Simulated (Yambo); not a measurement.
```
CELL_PARAMETERS angstrom
      2.61017     0.00000     0.00000
     -1.30508     2.26047     0.00000
      0.00000     0.00000     4.23813
ATOMIC_POSITIONS crystal
  Be 0.33333 0.66667 0.99993
  Be 0.66667 0.33333 0.49993
  O  0.33333 0.66667 0.37757
  O  0.66667 0.33333 0.87757
```

Response from Yambo on PBEsol (pw.x of Quantum ESPRESSO, ONCV potentials, scalar-relativistic) bands: 21×21×12 mesh, 25 bands, 4 Ry local-field block, 0.2 eV broadening.

**Question.** Give the static electronic dielectric constant without and with local fields along each axis.

**Answer.** 
```json
[
 {"field along": "x", "ε(0), independent particles": "3.10", "ε(0), RPA with local fields": "2.98", "refractive index √ε": "1.73"},
 {"field along": "z", "ε(0), independent particles": "3.15", "ε(0), RPA with local fields": "3.04", "refractive index √ε": "1.74"}
]
```
Electronic (clamped-ion) response only. PBEsol gaps are usually too small, which raises these values. Convergence of the RPA response with its 21×21×12 mesh was not tested. x, y and z are Cartesian axes of the cell as given.

Geometry strained from the cell relaxed with PBEsol, atoms relaxed again.
